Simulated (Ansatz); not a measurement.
A plane-wave DFT run in Ansatz 0.2.0 (scalar-relativistic PAW potentials unless the input names others): input and command.

```yaml
crystal:
  lattice:
    - [0.0, 2.8016907859, 2.8016907859]
    - [2.8016907859, 0.0, 2.8016907859]
    - [2.8016907859, 2.8016907859, 0.0]
  atoms:
    - { symbol: Ga, position: [0.0, 0.0, 0.0], spin: 0.2 }
    - { symbol: As, position: [0.75, 0.75, 0.75], spin: 0.2 }
basis:
  ecutwfc: 420
kpoints:
  mp_grid: { grid: [12, 12, 12], shift: [0.5, 0.5, 0.5] }
hamiltonian:
  xc: lda
scf:
  occupations: { method: gaussian, width: 0.1 }
  lower_state_search: "off"
output:
  forces: true
  eigenvalues: true
  stress: true
magnetization:
  spin_polarized: true
```

```bash
ansatz run input.yaml --threads 4 --pin off --max-ram 8192MiB --backend cpu --events-out ev --progress --plain --runs-dir out
```

Abridged log:
```
Warning: crystal.symmetry: narrowed to the stabiliser of the k-point mesh — unitary ops 24 → 6; excluded 18 operations that carry a point of the 12×12×12 mesh (shift [0.5, 0.5, 0.5]) off the mesh (the run samples exactly the mesh kpoints.mp_grid names, as under crystal.symmetry.detect: false, and its converged state has the mesh's symmetry, not the crystal's; ε∞, the Born charges and the force constants of a linear response (`dielectric:` by the response, `phonons.method: dfpt`) are averaged over those of the crystal's operations that the state keeps within a tolerance, where `mesh_tensors`, ` ...
Basis set: ecut = 420 eV, 869 PW (Γ)
Bands: 19, of which v1, the nominal top of the filled ones, is band 14 counted from 1 (13 counted from 0)
Symmetry: 6 space group operations
k-points: 182 of 1728 (time reversal used)
SCF iter   1: F=—  HF=-8481.501878 eV  |F-HF|=—  |Δ(HF+E_count)|=         —  Δρ=2.59e-2 (↑2.59e-2 ↓2.56e-2) dr2=6.79e-1  dr2_m=1.31e-1  M=0.000 μB ∫|m|=0.010 μB  β_m=0.30  ethr=2.43e-3  ⟨swp⟩=1.0  Hψ=44202  notcnv=0
SCF iter   2: F=—  HF=-8481.340858 eV  |F-HF|=—  |Δ(HF+E_count)|=   1.61e-1  Δρ=1.80e-2 (↑1.61e-2 ↓1.80e-2) dr2=1.88e-1  dr2_m=6.49e-2  M=0.000 μB ∫|m|=0.007 μB  β_m=0.30  ethr=2.42e-3  ⟨swp⟩=2.1  Hψ=8987  notcnv=0
SCF iter   3: F=—  HF=-8481.297763 eV  |F-HF|=—  |Δ(HF+E_count)|=   4.31e-2  Δρ=1.07e-2 (↑9.22e-3 ↓1.07e-2) dr2=2.08e-2  dr2_m=3.21e-2  M=0.000 μB ∫|m|=0.005 μB  β_m=0.30  ethr=6.72e-4  ⟨swp⟩=2.0  Hψ=9562  notcnv=0  defer=30
SCF iter   4: F=—  HF=-8481.296380 eV  |F-HF|=—  |Δ(HF+E_count)|=   1.38e-3  Δρ=6.64e-3 (↑6.08e-3 ↓6.64e-3) dr2=7.81e-4  dr2_m=1.59e-2  M=0.000 μB ∫|m|=0.004 μB  β_m=0.30  ethr=7.42e-5  ⟨swp⟩=2.5  Hψ=12254  notcnv=0  defer=30
SCF iter   5: F=—  HF=-8481.297153 eV  |F-HF|=—  |Δ(HF+E_count)|=   7.74e-4  Δρ=4.70e-3 (↑4.19e-3 ↓4.70e-3) dr2=1.12e-4  dr2_m=7.89e-3  M=0.000 μB ∫|m|=0.003 μB  β_m=0.30  ethr=2.79e-6  ⟨swp⟩=2.1  Hψ=11054  notcnv=0  defer=30
SCF iter   6: F=—  HF=-8481.297598 eV  |F-HF|=—  |Δ(HF+E_count)|=   4.45e-4  Δρ=3.24e-3 (↑3.00e-3 ↓3.24e-3) dr2=1.87e-5  dr2_m=3.92e-3  M=0.000 μB ∫|m|=0.002 μB  β_m=0.30  ethr=4.01e-7  ⟨swp⟩=2.0  Hψ=9742  notcnv=0  defer=30
Mixer restart at iter 6: flushing history
spin-set hold released at iteration 6 (site moments contracting): the magnetisation degrees of freedom join the quasi-Newton model from the next iteration; the mixer history was flushed
SCF iter   7: F=—  HF=-8481.297815 eV  |F-HF|=—  |Δ(HF+E_count)|=   2.16e-4  Δρ=2.27e-3 (↑2.12e-3 ↓2.27e-3) dr2=7.04e-6  dr2_m=1.94e-3  M=0.000 μB ∫|m|=0.002 μB  β_m=0.65  ethr=6.68e-8  ⟨swp⟩=1.9  Hψ=9869  notcnv=0  defer=30
SCF iter   8: F=—  HF=-8481.298033 eV  |F-HF|=—  |Δ(HF+E_count)|=   2.18e-4  Δρ=4.08e-5 (↑3.75e-5 ↓4.08e-5) dr2=1.97e-6  dr2_m=5.95e-8  M= 0.000 μB ∫|m|=0.000 μB  β_m=0.57  ethr=2.51e-8  ⟨swp⟩=2.0  Hψ=11970  notcnv=0  defer=30
SCF iter   9: F=—  HF=-8481.298032 eV  |F-HF|=—  |Δ(HF+E_count)|=   1.27e-6  Δρ=1.98e-5 (↑1.98e-5 ↓1.98e-5) dr2=5.70e-7  dr2_m=1.87e-8  M=0.000 μB ∫|m|=0.000 μB  β_m=0.49  ethr=7.05e-9  ⟨swp⟩=2.0  Hψ=10200  notcnv=0  defer=30
SCF iter  10: F=-8481.298031 eV  HF=-8481.298031 eV  |F-HF|=9.21e-9  |Δ(HF+E_count)|=   4.45e-7  Δρ=5.18e-6 (↑5.04e-6 ↓5.18e-6) dr2=6.97e-10  dr2_m=1.03e-8  M=0.000 μB ∫|m|=0.000 μB  β_m=0.74  ethr=3.57e-10  ⟨swp⟩=3.5  Hψ=27318  notcnv=0
SCF iter  11: F=-8481.298031 eV  HF=-8481.298031 eV  |F-HF|=1.84e-9  |Δ(HF+E_count)|=   1.23e-8  Δρ=1.17e-6 (↑5.67e-7 ↓1.17e-6) dr2=1.51e-9  dr2_m=8.13e-11  M=0.000 μB ∫|m|=0.000 μB  β_m=0.62  ethr=2.49e-12  ⟨swp⟩=1.2  Hψ=20841  notcnv=0
SCF iter  12: F=-8481.298031 eV  HF=-8481.298031 eV  |F-HF|=2.00e-11  |Δ(HF+E_count)|=  7.75e-10  Δρ=2.63e-7 (↑2.63e-7 ↓2.09e-7) dr2=3.42e-12  dr2_m=2.21e-11  M=0.000 μB ∫|m|=0.000 μB  ethr=2.49e-12  ⟨swp⟩=1.1  Hψ=20390  notcnv=0
the search or the solves at the SCF's close seem to have found levels that the self-consistency loop had missed (the run counts 2). By its estimate they hold under 1e-12 electrons; where the run keeps them, the occupations were computed again with them
WARN: the starting moments were not kept: the SCF closed with an absolute magnetisation of 3.5e-6 μB, where they sum to 0.4 μB in size (2 sites). That is at most 0.1 of that sum. Measured as dr2_m measures the in/out step, that magnetisation stands 1.5e-12 eV from none, at or under the dr2_threshold of 1.0e-7 eV: it is no larger than a step whose dr2_m would equal this threshold. The system may hold no moment; this SCF shows only that its start led to no more than that. To try another start: raise the starting moments (crystal.atoms[].spin, magnetization.per_species, magnetization.initial_magn ...
SCF 1 converged in 12 iterations: F = -8481.298031 eV  dr2 = 3.42e-12
SCF converged after 12 iterations
Magnetization: 0.0000 μB (14.0000 up, 14.0000 down)
Absolute magnetization: 0.0000 μB (∫|ρ↑−ρ↓|, with the PAW one-centre terms)
Spin contamination: 0.0000 ħ² per cell (⟨S²⟩ above its minimum at these occupations)
Per-site moments (μB) at R_I (Å): [(-6.97197125e-7, 1.00086335), (1.08981180e-6, 1.00086335)]
Free energy (F): -8481.298031 eV
Harris-Foulkes:  -8481.298031 eV  (|F-HF|=2.00e-11)
Internal energy: -8481.298031 eV  (E = F + TS)
E sigma→0 (E₀):  -8481.298031 eV
Fermi energy:    8.679510 eV
--- Forces (eV/Å), atoms counted from 1 ---
  atom   1  Ga     0.00071963     0.00071963     0.00071963
  atom   2  As    -0.00071953    -0.00071953    -0.00071953
--- Stress (GPa, compression-positive) ---
        0.004344      -0.001293      -0.001293
       -0.001293       0.004344      -0.001293
       -0.001293      -0.001293       0.004344
  P = ⅓ Tr σ = 0.0043 GPa (0.043 kbar)
```

Apart from outputs, empty bands and the relaxation, which only the reference makes, the input differs from a reference run on usual settings in scf.lower_state_search: not typed → "off"; magnetization: not typed → {"spin_polarized": true} (small starting moments); kpoints.mp_grid.shift: not typed → [0.5, 0.5, 0.5]. The reference, at the same geometry, ended its own course with pressure -0.01 GPa, largest force 0.000 eV/Å, gap on the mesh 0.49 eV. This run converged in 12 SCF iterations with an energy at zero smearing 0.23 meV/atom below the reference's, pressure 0.00 GPa, largest force 0.001 eV/Å, gap on the mesh 0.94 eV.

It took 18 s on 4 threads of Intel(R) Xeon(R) Processor @ 2.70GHz, on a shared host, peak memory 0.61 GiB.